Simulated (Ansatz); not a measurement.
BaZrO₃ (cubic perovskite, space group No. 221) at seven volumes, PBE in the plane-wave PAW code Ansatz, scaled uniformly. One row is withheld.

```
V (Å³/atom)  P (GPa)
-----------  -------
13.748         17.37
14.201         10.61
14.654          4.88
15.107          0.00
15.561         -4.14
16.014         -7.66
16.467             ?
```

Q: Fit the shown pressures and predict the withheld one.

A: P = (3/2)B₀(x^(7/2) − x^(5/2))[1 + (3/4)(B′ − 4)(x − 1)] with x = (V₀/V)^(2/3). Least squares on the six rows gives V₀ = 15.108 Å³/atom, B₀ = 149 GPa, B′ = 4.41. At V = 16.467, x = 0.9442 and P = -10.62 GPa. The run itself gave -10.65 GPa.

Space group Pm-3m (cubic perovskite). Symmetry was held in the PBE relaxation. The run is not spin-polarised. Spin–orbit coupling is left out wherever it is not named.

Potentials: the later of the program's two PAW sets.
